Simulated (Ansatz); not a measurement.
V3O5:
```
CELL_PARAMETERS angstrom
      5.01590     2.48583     0.00000
     -5.01590     2.48583     0.00000
     -2.64939     0.00000     6.48332
ATOMIC_POSITIONS crystal
  V  0.13422 0.87510 0.72047
  V  0.86578 0.12490 0.27953
  V  0.87510 0.13422 0.77953
  V  0.12490 0.86578 0.22047
  V  0.50000 0.50000 0.50000
  V  0.50000 0.50000 0.00000
  O  0.54440 0.15744 0.66265
  O  0.45560 0.84256 0.33735
  O  0.15744 0.54440 0.83735
  O  0.84256 0.45560 0.16265
  O  0.76048 0.92226 0.05569
  O  0.23952 0.07774 0.94431
  O  0.92226 0.76048 0.44431
  O  0.07774 0.23952 0.55569
  O  0.69460 0.69460 0.75000
  O  0.30540 0.30540 0.25000
```
The run is spin-polarised; directions of the spins, atom by atom: ↑ ↑ ↑ ↑ ↑ ↑ 0 0 0 0 0 0 0 0 0 0.

Relaxed with r²SCAN.

Problem. Give the Bader charges and basin volumes of the independent atoms, DFT-r²SCAN in the program Ansatz with PAW potentials.

Solution. 

```json
[
 {"atom": "V1", "Bader charge (e)": "+2.02", "Bader volume (Å³)": "7.5"},
 {"atom": "V5", "Bader charge (e)": "+2.00", "Bader volume (Å³)": "7.5"},
 {"atom": "O7", "Bader charge (e)": "-1.16", "Bader volume (Å³)": "12.3"},
 {"atom": "O11", "Bader charge (e)": "-1.24", "Bader volume (Å³)": "11.1"},
 {"atom": "O15", "Bader charge (e)": "-1.25", "Bader volume (Å³)": "11.3"}
]
```

Space group C2/c. The workflow started from a Materials Project entry (that database holds measured and hypothetical structures alike); the Crystallography Open Database files this formula in space group No. 15, but the cells were not matched. Whether it is the stable phase at ambient conditions was not checked. Symmetry was held in the r²SCAN relaxation; whether a distortion lowers the energy is not shown. Spin order of the final state: ferromagnetic, chosen from 3 collinear starts compared on coarse meshes (ties went to the first, and starts can fall back to one state), not a proven ground state. Other orbital occupations within this spin state were not tried. No Hubbard U is applied.

Potentials: the later of the program's two PAW sets.
